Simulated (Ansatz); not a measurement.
LaIn (CsCl type, Pm-3m), the program Ansatz at the PBE level (PAW), all energies at zero smearing, with the estimated change up to a 700 eV cutoff added, with one set of potentials and settings (totals compare only within such a set). Cell of 2 atoms (1 La, 1 In): -11848.977 eV.

| element | reference phase | E (eV/atom) |
|---|---|---|
| La | P6_3/mmc, 4 atoms in the cell | -6250.0953 |
| In | I4/mmm, 1 atoms in the cell | -5597.8481 |

Formation energy per atom, worked out: (-11848.977 − 1×(-6250.0953) − 1×(-5597.8481))/2 = -0.517 eV/atom (-50 kJ per mol of atoms), at 0 K, without zero-point energy or fitted corrections.

The workflow started from a Materials Project entry (that database holds measured and hypothetical structures alike); the Crystallography Open Database copy checked does not list it. With La and In taken as one species the cell has the higher symmetry Im-3m, so it may be an ordered model of a mixed-site phase. Whether it is the stable phase at ambient conditions was not checked. The cell was relaxed with PBE under the symmetry of its start; its stability against distortions is not shown here. The references are the lowest solids computed at this level, not always the standard phases. Spin–orbit coupling is left out wherever it is not named.

Potentials: the later of the program's two PAW sets.
